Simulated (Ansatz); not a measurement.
Relaxed-ion elastic tensor of SnMo$_{3}$N (anti-perovskite, Pm-3m) in GPa (Voigt order), plane-wave PAW PBEsol (Ansatz code); density 9.86 g/cm³, 14.17 Å³ per atom.

```
 506   135   135   0.0   0.0   0.0
 135   506   135   0.0   0.0   0.0
 135   135   506   0.0   0.0   0.0
 0.0   0.0   0.0  79.2   0.0   0.0
 0.0   0.0   0.0   0.0  79.2   0.0
 0.0   0.0   0.0   0.0   0.0  79.2
```

Q: Is the crystal mechanically stable?

A: Yes: the smallest eigenvalue of C is 79.2 GPa.

Q: Work out the Voigt, Reuss and Hill averages.

A: K_V = 258, K_R = 258, K_H = 258; G_V = 122, G_R = 103, G_H = 112 GPa.

Q: Give Young's modulus, Poisson's ratio, Pugh's ratio and the universal anisotropy index.

A: E = 9KG/(3K + G) = 294 GPa; ν = 0.31; K/G = 2.30 (ductile by the Pugh limit of 1.75); A_U = 5G_V/G_R + K_V/K_R − 6 = 0.92.

Q: Estimate the sound speeds and the Debye temperature.

A: v_l = √((K + 4G/3)/ρ) = 6430 m/s, v_t = √(G/ρ) = 3370 m/s, mean 3770 m/s; Θ = (h/k)(3n/4πV)^(1/3) v_m = 464 K.

Q: Give the Zener ratio and Young's modulus along [100], [110] and [111].

A: A = 2C44/(C11 − C12) = 0.43; 1/E = S11 − 2(S11 − S12 − S44/2)Γ with Γ = 0, 1/4, 1/3 gives 449, 248, 215 GPa.

Q: Solve the Christoffel equation for the three sound speeds along [100], [110], [111].

A: Eigenvalues of C_ijkl n_j n_l equal ρv². In km/s, slowest first: [100] 2.83, 2.83, 7.16; [110] 2.83, 4.34, 6.36; [111] 3.90, 3.90, 6.08.

The start of the workflow was typed in or built on a structure type; neither database checked (COD, Materials Project) lists it. Whether it is the stable phase at ambient conditions was not checked. The cell was relaxed with PBEsol under the symmetry of its start. At this level the phase is dynamically unstable (imaginary phonons). The workflow began spin-polarised and lost its moments. As this level gives no gap, shear constants depend on the k-mesh and smearing (Fermi–Dirac, 0.1 eV here). Scalar-relativistic: spin–orbit coupling is off unless named, which matters more the heavier the elements.

Potentials: the earlier of the program's two PAW sets. The files were generated under PBE; for other functionals the program regenerates the frozen cores, and for LDA and PBEsol the local potential too.
